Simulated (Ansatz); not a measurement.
## CuI, first-principles data

CuI:
```yaml
crystal:
  lattice:
    - [3.59366, -3.63347, 0.00000]
    - [3.59366, 3.63347, 0.00000]
    - [0.00000, 0.00000, 4.31211]
  atoms:
    - { symbol: Cu, position: [0.41756, 0.58244, 0.75000] }
    - { symbol: Cu, position: [0.58244, 0.41756, 0.25000] }
    - { symbol: I, position: [0.77505, 0.22495, 0.75000] }
    - { symbol: I, position: [0.22495, 0.77505, 0.25000] }
```

Space group Cmcm (No. 63); conventional cell a = 7.1873 Å, b = 7.2669 Å, c = 4.3121 Å, α = β = γ = 90.00°.

Method: DFT-r²SCAN+D4 in the program Ansatz with PAW potentials. The cell and atoms are relaxed at this level. Other levels are named where they apply.

Cell and energy:

```json
{
  "volume_per_atom": "28.15 Å³",
  "density": "5.62 g/cm³",
  "Formation energy from the elements (no fitted shifts)": "-0.11 eV/atom"
}
```

Electronic structure:

```json
{
  "band_gap": "1.37 eV (direct)",
  "valence_band_maximum": "at Γ",
  "conduction_band_minimum": "at Γ",
  "electron_effective_mass": "0.19, 0.22, 0.63 mₑ (principal values)",
  "hole_effective_mass": "0.21, 0.78, 4.0 mₑ (principal values)"
}
```

Mechanics:

```json
{
  "Bulk modulus (Birch–Murnaghan fit)": "10.3 GPa",
  "Pressure derivative B′": "7.2"
}
```

Charges:

```json
{
 "bader_charges": "Cu +0.34, I -0.34 e"
}
```

The workflow started from a Materials Project entry (that database holds measured and hypothetical structures alike); the Crystallography Open Database copy checked does not list it. It is not the phase usual at ambient conditions (space group No. 216). The cell was relaxed with r²SCAN+D4 under the symmetry of its start; whether a distortion lowers the energy is not shown. No spin polarisation was allowed. The references are the lowest solids computed at this level, not always the standard phases. Spin–orbit coupling is left out wherever it is not named.

Potentials: the later of the program's two PAW sets.
